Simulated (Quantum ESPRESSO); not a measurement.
# Moving one atom in MgGeIn2P4

These are calculations, not measurements. They come from pw.x of Quantum ESPRESSO 7.5, a plane-wave density functional program, with PseudoDojo standard norm-conserving files (v0.5 for PBE, v0.4.1 for LDA and PBEsol). The cells are made up: elements, strain and atom displacements were drawn at random, and nothing was relaxed. There is no spin polarisation, spin-orbit coupling or dispersion term.

The cell has 8 sites of a zincblende or diamond lattice. Sites 1 to 4 hold Mg Ge In In; sites 5 to 8 hold P P P P. Cell vectors in Å: (6.052, 0.060, -0.048); (0.060, 6.116, 0.019); (-0.048, 0.019, 6.061). Settings: PBE, cutoff 1143 eV, 6 x 6 x 6 k mesh shifted by half a step, Fermi-Dirac smearing of 0.1 eV.

Each run shifts the In atom on site 3 along x and leaves all else fixed. Site 5 is one of its nearest neighbours. E is the free energy of the cell above the lowest run shown.

```
run  shift (Å)  Fx on site 3 (eV/Å)  Fx on site 5 (eV/Å)  P (GPa)  E (meV)
  1    -0.1259                0.689               -1.078    -5.43     31.3
  2    -0.1137                0.610               -1.053    -5.45     23.4
  3    -0.0851                0.424               -0.996    -5.47      8.5
  4    -0.0602                0.260               -0.947    -5.48      0.0
  6     0.0937               -0.755               -0.668    -5.41     38.0
  7     0.1218               -0.937               -0.623    -5.37     61.7
  5     0.0576                    ?                    ?        ?        ?
```

A rerun of one of these cells at 1437 eV and k mesh 8 x 8 x 8 moved values by no more than 0.003 eV in the cell's energy, 0.02 GPa in stress and 0.002 eV/Å in force.

## Worked fit

A parabola through the six runs shown gives Fx on site 3 = -0.136 - 6.57 u - 0.1 u² eV/Å, with u in Å and a scatter of 0.002 eV/Å. Minus the slope, 6.57 ± 0.06 eV/Å², is this atom's force constant along x at u = 0, with its periodic images moving too. The fitted force vanishes at u = -0.021 Å, where the energy should be lowest along this line. The error is the larger of the fit's own and the change that a cubic makes, rounded up.

## Withheld run

Question: what Fx on site 3 should run 5 give?

The fit gives -0.515 eV/Å. The calculation gave -0.519 eV/Å.

```
run  shift (Å)  Fx on site 3 (eV/Å)  Fx on site 5 (eV/Å)  P (GPa)  E (meV)
  5     0.0576               -0.519               -0.730    -5.45     15.0
```